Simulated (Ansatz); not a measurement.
VMo$_{3}$S$_{8}$: relaxed-ion elastic tensor

Theory: DFT PBE, scalar-relativistic, plane waves, PAW (Ansatz). Plane waves to 420 eV; Γ-centred k mesh 12×12×2; Fermi-Dirac smearing of 0.15 eV. No spin polarisation.

Relaxed structure:
```
CELL_PARAMETERS angstrom
3.19319 0.00000 0.00000
-1.59659 2.76538 0.00000
0.00000 0.00000 27.86292
ATOMIC_POSITIONS crystal
V 0.00000 0.00000 0.00000
Mo 0.00000 0.00000 0.24622
Mo 0.00000 0.00000 0.50000
Mo 0.00000 0.00000 0.75378
S 0.66667 0.33333 0.18934
S 0.66667 0.33333 0.44310
S 0.66667 0.33333 0.69689
S 0.66667 0.33333 0.94747
S 0.33333 0.66667 0.05253
S 0.33333 0.66667 0.30311
S 0.33333 0.66667 0.55690
S 0.33333 0.66667 0.81066
```

It was reached by relaxing an invented guess, and it needn't be the stable form of this composition. In a metal, frequencies and elastic constants depend on the k mesh and the smearing, soft modes and shear constants most. No dispersion correction is applied, so modes and constants that involve weak contacts between layers, chains or molecules come out too soft.

**Question.** Give the relaxed-ion elastic constants (GPa, Voigt order xx yy zz yz xz xy, on the Cartesian axes of the cell above).

**Answer.**
C11 = 138.2, C12 = 2.0, C13 = 2.5, C14 = -0.3, C22 = 138.2, C23 = 2.5, C24 = 0.3, C33 = 2.9, C44 = 0.5, C55 = 0.5, C56 = -0.3, C66 = 68.1 GPa; the others vanish.

**Question.** Is the crystal stable against homogeneous strain?

**Answer.** Too close to call: the least eigenvalue is 0.5 GPa, within what the k mesh leaves open in a metal.
